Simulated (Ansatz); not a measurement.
# What internal relaxation does to the elastic constants of ZnSe$_{2}$

Computed with Ansatz, DFT PBEsol, scalar-relativistic, plane waves, PAW. Cutoff 420 eV, 4×4×4 k-points (Γ-centred), fixed occupations. No spin polarisation.

Relaxed structure:
```
CELL_PARAMETERS angstrom
6.23885 0.00000 0.00000
0.00000 6.23885 0.00000
0.00000 0.00000 6.23885
ATOMIC_POSITIONS crystal
Zn 0.50000 0.50000 0.00000
Zn 0.50000 0.00000 0.50000
Zn 0.00000 0.50000 0.50000
Zn 0.00000 0.00000 0.00000
Se 0.10997 0.89003 0.39003
Se 0.89003 0.39003 0.10997
Se 0.39003 0.10997 0.89003
Se 0.60997 0.60997 0.60997
Se 0.89003 0.10997 0.60997
Se 0.10997 0.60997 0.89003
Se 0.60997 0.89003 0.10997
Se 0.39003 0.39003 0.39003
```

Clamped-ion constants (GPa, Voigt order; atoms follow the strain homogeneously):
C11 = 103.9, C12 = 62.0, C13 = 62.0, C22 = 103.9, C23 = 62.0, C33 = 103.9, C44 = 57.4, C55 = 57.4, C66 = 57.4 GPa; the others vanish.

Problem. What are the constants once the atoms relax in each strained cell?

Solution.
```
95.3 55.1 55.1  0.0  0.0  0.0
55.1 95.3 55.1  0.0  0.0  0.0
55.1 55.1 95.3  0.0  0.0  0.0
 0.0  0.0  0.0 39.4  0.0  0.0
 0.0  0.0  0.0  0.0 39.4  0.0
 0.0  0.0  0.0  0.0  0.0 39.4
```
The Voigt shear modulus goes from 42.8 to 31.6 GPa and the Voigt bulk modulus from 76.0 to 68.5 GPa. Relaxation subtracts ΛᵀK⁻¹Λ/V, with Λ the forces that a strain puts on the atoms and K the zone-centre force constants. At a stable cell this can only lower the diagonal constants, and it acts only for strains that share their symmetry with an optical mode; elsewhere, and where the coupling is weak, the constants hardly move.

Cost: 2 runs of about 19 core-minutes in all, on Arm Neoverse V1, Arm Neoverse V2 (shared hosts).